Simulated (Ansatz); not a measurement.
Si:
```xyz
4
Lattice="-3.3270 3.3270 1.9226 3.3270 -3.3270 1.9226 3.3270 3.3270 -1.9226" Properties=species:S:1:pos:R:3 pbc="T T T"
Si     1.1896     1.1896     0.0000
Si     2.1374     2.1374     1.9226
Si     2.1374    -2.1374     1.9226
Si    -2.1374     2.1374     1.9226
```

Relaxed with r²SCAN. Special points in fractions of this cell's reciprocal vectors: Γ (0.000, 0.000, 0.000); X (0.000, 0.000, 0.500); M (-0.500, 0.500, 0.500); Z (0.333, 0.333, -0.333); Z0 (-0.333, 0.667, 0.333); P (0.250, 0.250, 0.250); N (0.000, 0.500, 0.000).

Task: List the band energies nearest the valence-band maximum at these points for the program Ansatz at the r²SCAN level (PAW).

Result: In eV from the valence-band maximum; about four levels below and three above (degenerate sets whole), none deeper than 8.9 eV; points with the same levels are listed once.

```csv
k,below,above
Γ,-3.95 -1.59 -1.59 -0.60,1.56 1.85 1.85
X,-2.99 -2.12 -1.95 -1.72,1.88 2.15 2.17
M,-3.11 -0.24 0.00 0.00,0.58 3.74 3.80
Z,-4.28 -3.89 -1.53 -1.53,2.54 4.72 4.72
P,-3.58 -2.16 -2.16 -2.16,0.47 1.66 1.66
N,-4.57 -3.63 -2.52 -1.52,1.02 2.66 3.29
```

Space group I4/mmm. The workflow started from a Materials Project entry (that database holds measured and hypothetical structures alike); the Crystallography Open Database copy checked does not list it. It is not the phase usual at ambient conditions (space group No. 227). The cell was relaxed with r²SCAN under the symmetry of its start; phonons on a q-mesh show no instability.

Potentials: the later of the program's two PAW sets.
